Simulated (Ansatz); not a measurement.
## Cs2AuNCl6, a known structure type with other elements, at an estimated volume

```xyz
10
Lattice="0.0000 7.3350 0.0000 7.3350 0.0000 0.0000 3.6675 3.6675 -5.3661" Properties=species:S:1:pos:R:3 pbc="T T T"
Au    0.0000    0.0000    0.0000
N     3.6675    3.6675    0.0000
Cl    3.6675    3.6675   -2.2752
Cl    7.3350    7.3350   -3.0909
Cs    3.6675    7.3350   -2.6830
Cs    7.3350    3.6675   -2.6830
Cl    1.5990    1.5990    0.0000
Cl    5.7360    1.5990    0.0000
Cl    5.7360    5.7360    0.0000
Cl    1.5990    5.7360    0.0000
```

Single point in Ansatz 0.2.0 with PBE, no spin polarisation. Cutoff 420 eV, PAW datasets, 6×6×6 Γ-centred k mesh, fermi-dirac filling (width 0.0961 eV).

Which atom feels the largest force, and which way?

The largest is on Cl9 (and as large on other atoms): 1.28 eV/Å, components (-0.91, -0.91, 0.00). It makes 180° with the line to a nearest neighbour, Au1 at 2.26 Å, pointing away from it.

Which element gives electrons and which takes them?

Bader charges in e: Cs +0.88, Au +0.75, N -0.07, Cl -0.41. In the mean Cs gives up most and Cl takes most.

Is there a gap?

It is a metal, with about 8 states/eV a cell as the mean within 0.25 eV of the Fermi level, mostly N p (71 %) and Cl p (25 %).

Is it stable against the elements?

-0.46 eV an atom against the elements' usual phases (free molecules for gases, crystals otherwise, with no correction for O₂ or N₂), so it is bound against them; other compounds may still compete. Relaxing would lower it.

Is the cell too large or too small?

The pressure is 1.6 GPa (compression positive), so with the atoms held at these fractions the cell would first expand; the forces are large, so a full relaxation may end otherwise. The principal stresses -1.7, 3.3, 3.3 GPa differ, so its shape would change too.

Origin: a known structure type with other elements, at an estimated volume, so it need not be a known compound. Caveats: many states at the Fermi level without spin polarisation, so a magnetic state may lie lower.
